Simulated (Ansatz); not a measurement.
CdIn2Se4:
```
CELL_PARAMETERS angstrom
      5.78042     0.00000     0.00000
      0.00000     5.78042     0.00000
      0.00000     0.00000     5.91305
ATOMIC_POSITIONS crystal
  Cd 0.00000 0.00000 0.00000
  In 0.50000 0.00000 0.50000
  In 0.00000 0.50000 0.50000
  Se 0.72334 0.27666 0.77125
  Se 0.27666 0.27666 0.22875
  Se 0.27666 0.72334 0.77125
  Se 0.72334 0.72334 0.22875
```

PBEsol in the plane-wave PAW code Ansatz gives a gap of 0.87 eV without spin–orbit coupling, maximum on the M–Γ line, 68 % of the way from M, minimum at Γ.

What happens when spin–orbit coupling is switched on?

The gap drops by 0.09 eV, to 0.78 eV; maximum at Γ, minimum at Γ.

Give the electron effective mass with spin–orbit coupling.

0.10, 0.11, 0.11 mₑ (principal values).

Space group P-42m. The first step of the workflow began from a Materials Project structure, measured or hypothetical; the Crystallography Open Database copy checked does not list it. With Cd and In taken as one species the cell has the higher symmetry P-43m, so it may be an ordered model of a mixed-site phase. Whether it is the stable phase at ambient conditions was not checked. The cell was relaxed with PBEsol under the symmetry of its start; whether a distortion lowers the energy is not shown.

Potentials: the later of the program's two PAW sets.
